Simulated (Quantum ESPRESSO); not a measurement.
Parts of the isotropic shielding in Si, by GIPAW with PBE in a modified build of Quantum ESPRESSO, on JTH PAW datasets, 20 Ha, k-mesh 8×8×8 shifted:

```yaml
crystal:
  lattice:
    - [0.00000, 2.71547, 2.71547]
    - [2.71547, 0.00000, 2.71547]
    - [2.71547, 2.71547, 0.00000]
  atoms:
    - { symbol: Si, position: [0.00000, 0.00000, 0.00000] }
    - { symbol: Si, position: [0.25000, 0.25000, 0.25000] }
```
The cell was made here from an entry of the Crystallography Open Database (unchecked): atoms relaxed with PBE in the measured cell (PBE without dispersion, pw.x of Quantum ESPRESSO, symmetry kept).  Stability against distortions was not tested.

The core term is that of the free atom's frozen core; the paramagnetic column sums the reconstruction terms. Shieldings are absolute and leave out the bulk-susceptibility term; a larger σ means a smaller chemical shift. By our sweeps, such settings leave a few ppm in absolute σ. No d partial waves on Si: the paramagnetic term there is incompletely reconstructed. The band gap at this level is small, which makes the paramagnetic part of σ large and sensitive to the functional. The structure is static (0 K, no zero-point motion).

```json
[
 {"site": "Si (atoms 1, 2)", "core": "837.8", "bare (smooth current)": "-9.2", "diamagnetic correction": "3.3", "paramagnetic corrections": "…", "σ_iso (ppm)": "…"}
]
```

Q: Fill in the missing entries.

A: 
- Si (atoms 1, 2), paramagnetic corrections: -420.6
- Si (atoms 1, 2), σ_iso (ppm): 411.3
